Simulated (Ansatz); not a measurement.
Ti (hcp, Mg type)

```
CELL_PARAMETERS angstrom
      2.90086     0.00000     0.00000
     -1.45043     2.51222     0.00000
      0.00000     0.00000     4.59040
ATOMIC_POSITIONS crystal
  Ti 0.33333 0.66667 0.75000
  Ti 0.66667 0.33333 0.25000
```

The volume is varied about the relaxed value V₀ at fixed cell shape. Symmetry pins the atoms to their sites.

These are PBEsol (plane waves to 420 eV, PAW, scalar-relativistic; Ansatz, a first-principles code) values and carry that method's errors. k mesh 19×19×11 (Γ-centred), Fermi-Dirac smearing 0.05 eV. E stands for the smeared free energy. With the shape held, the modulus is that of even scaling; a crystal free to change shape is softer. Ti is run without spin polarisation. Ti was relaxed with its symmetry unable to fall. ΔE is measured from the relaxed starting cell. The last digit holds for this mesh only.

| V (Å³/atom) | ΔE (meV/atom) |
|---|---|
| 14.050 | 205.9 |
| 14.496 | 136.7 |
| 14.942 | 83.7 |
| 15.388 | 45.1 |
| 15.834 | 19.2 |
| 16.280 | 4.6 |
| 16.727 | 0.0 |
| 17.173 | 4.3 |
| 17.619 | 16.4 |
| 18.065 | 35.4 |
| 18.511 | 60.7 |
| 18.957 | 91.3 |
| 19.403 | 126.8 |

Problem. What is the fitted pressure derivative B₀′?

Solution. 3.5.

Problem. What bulk modulus at fixed cell shape B₀ follows from a third-order Birch-Murnaghan fit?

Solution. 119 GPa. Check by three points about V = 16.727 Å³/atom, step 0.892: d²E/dV² ≈ (19 − 2·0 + 16) meV / 0.892² = 0.0440 eV/Å⁶, and V·d²E/dV² × 160.2 = 118 GPa.

(Under strain, the slope of the energy per volume gives the stress and its curvature an elastic modulus.)
